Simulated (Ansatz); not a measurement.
Be$_{3}$Al (Cu3Au type, Pm-3m), PBEsol in the plane-wave PAW code Ansatz, all energies at zero smearing, with the estimated change up to a 700 eV cutoff added, with one set of potentials and settings (totals compare only within such a set). Cell of 4 atoms (3 Be, 1 Al): -794.453 eV.

```
element                reference phase  E (eV/atom)
-------  -----------------------------  -----------
Be       P6_3/mmc, 2 atoms in the cell     -90.3485
Al          Fm-3m, 1 atoms in the cell    -524.5512
```

Formation energy per atom, worked out: (-794.453 − 3×(-90.3485) − 1×(-524.5512))/4 = 0.286 eV/atom (28 kJ per mol of atoms), at 0 K, without zero-point energy or fitted corrections.

The cell is a constructed one: a structure type filled with these elements; neither database checked (COD, Materials Project) lists it. Its standing as an ambient phase is unchecked. The cell was relaxed with PBEsol under the symmetry of its start; whether a distortion lowers the energy is not shown. The references are the lowest solids computed at this level, not always the standard phases.

Potentials: the earlier of the program's two PAW sets. The files were generated under PBE; for other functionals the program regenerates the frozen cores, and for LDA and PBEsol the local potential too.
